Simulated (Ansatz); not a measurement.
Ga:
Space group Cmce (No. 64); a = 4.4793 Å, b = 7.5963 Å, c = 4.4858 Å, α = β = γ = 90.00°

```csv
atom,site,symmetry,x,y,z
Ga,8f,m..,0.0000,0.3441,0.4166
```
(The calculation used a cell of 4 atoms; values per cell refer to that cell.)

Relaxed with PBEsol.

Problem. Decompose the optical modes at the zone centre into irreducible representations, and say which are infrared and Raman allowed.

Solution. Point group mmm: Γ_opt = 2Ag + Au + B1g + B1u + B2g + B2u + 2B3g. Infrared: B1u, B2u. Raman: Ag, B1g, B2g, B3g.

Problem. Assign frequencies (DFPT, the program Ansatz at the PBEsol level (PAW)).

Solution. B1g 63, Ag 93, B1u 97, Au 109, B3g 152, B2u 183, B2g 188, B3g 211, Ag 236 cm⁻¹.

Subscripts of B labels follow the axes of the standard setting.

Symmetry was held in the PBEsol relaxation; of distortions, only those at the zone centre were tested. As this level gives no gap, phonon frequencies hold no LO–TO term and depend on the k-mesh and smearing (Fermi–Dirac, 0.1 eV here). Axis ratios of metals converge slowly with the k-mesh, so a and c are less sure than the volume.

Potentials: the earlier of the program's two PAW sets.
